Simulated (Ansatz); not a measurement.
## Li3OF: sound and stiffness along [100], [110] and [111]

These are results of Ansatz, DFT PBE, scalar-relativistic, plane waves, PAW, not measurements. Settings: 420 eV plane-wave cutoff, Γ-centred 6×6×6 mesh, fixed occupations. No spin polarisation.

The cell is fixed (symmetry leaves no force on the atoms) and stands under 0.0 GPa:
```
F O Li
1.0
     3.68130    0.00000    0.00000
     0.00000    3.68130    0.00000
     0.00000    0.00000    3.68130
F O Li
1 1 3
Direct
  0.00000 0.00000 0.00000
  0.50000 0.50000 0.50000
  0.50000 0.50000 0.00000
  0.50000 0.00000 0.50000
  0.00000 0.50000 0.50000
```

The cell is the ideal cubic antiperovskite prototype; whether it is the stable structure of this composition wasn't checked.

With ions relaxed, on the cubic axes: C11 = 128.2, C12 = 24.9, C44 = 36.2 GPa. The density is 1.858 g/cm³. Zone-centre modes weren't checked beside this run.

Question: Is the crystal stable against strain, and how anisotropic is it?

Answer: Born's conditions hold: C11 + 2C12 = 178.0, C11 − C12 = 103.2 and C44 = 36.2 GPa are all positive. B = (C11 + 2C12)/3 = 59.3 GPa. The two shear moduli are C44 and C′ = (C11 − C12)/2 = 51.6 GPa, so Zener's ratio is A = C44/C′ = 0.70: the shear C44 is the soft one, as in NaCl, KCl, the halide perovskites and the bcc metals V, Nb, Cr and Mo. The Cauchy pressure C12 − C44 is -11.3 GPa; it would vanish for pair forces between atoms on inversion centres at zero pressure, and a negative value is usual with directional bonding, though many-body forces give one in some ionic oxides too.

Question: Give the sound speeds along the three symmetry directions.

Answer: The Christoffel equation gives ρv² for each branch:
```csv
direction,branch,ρv²,GPa,v (m/s)
[100],L,C11,128.2,8306
[100],T (×2),C44,36.2,4415
[110],L,(C11 + C12 + 2C44)/2,112.8,7790
[110],"T, u ∥ [001]",C44,36.2,4415
[110],"T, u ∥ [1-10]",(C11 − C12)/2,51.6,5271
[111],L,(C11 + 2C12 + 4C44)/3,107.6,7611
[111],T (×2),(C11 − C12 + C44)/3,46.5,5002
```

Question: How does Young's modulus depend on direction?

Answer: Inverting gives S11 = 8.331, S12 = -1.357, S44 = 27.617 TPa⁻¹. Along a unit vector (l, m, n), 1/E = S11 − 2(S11 − S12 − S44/2)(l²m² + m²n² + n²l²), where the last bracket is 0, 1/4 and 1/3 for [100], [110] and [111]: E = 120, 96 and 90 GPa. With A < 1 the cube edge is stiffest. For a film on (001), the biaxial modulus is C11 + C12 − 2C12²/C11 = 143 GPa and the normal strain is −2C12/C11 = -0.39 times the in-plane one.